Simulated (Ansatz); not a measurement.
MoRu (rock salt, space group No. 225), plane-wave PAW PBE (Ansatz code), all energies at zero smearing, with the estimated change up to a 700 eV cutoff added, with one set of potentials and settings (totals compare only within such a set). Cell of 2 atoms (1 Ru, 1 Mo): -10832.947 eV.

```tsv
element	reference phase	E (eV/atom)
Ru	P6_3/mmc, 2 atoms in the cell	-5878.6876
Mo	Im-3m, 1 atoms in the cell	-4956.0212
```

Formation energy per atom, worked out: (-10832.947 − 1×(-5878.6876) − 1×(-4956.0212))/2 = 0.881 eV/atom (85 kJ per mol of atoms), at 0 K, without zero-point energy or fitted corrections.

Space group Fm-3m (rock salt). The start of the workflow was typed in or built on a structure type; neither database checked (COD, Materials Project) lists it. Its standing as an ambient phase is unchecked. Symmetry was held in the PBE relaxation; whether a distortion lowers the energy is not shown. No spin polarisation was allowed. Its formation energy is positive at this level, so the cell may be metastable or incomplete. The references are the lowest solids computed at this level, not always the standard phases.

Potentials: the later of the program's two PAW sets.
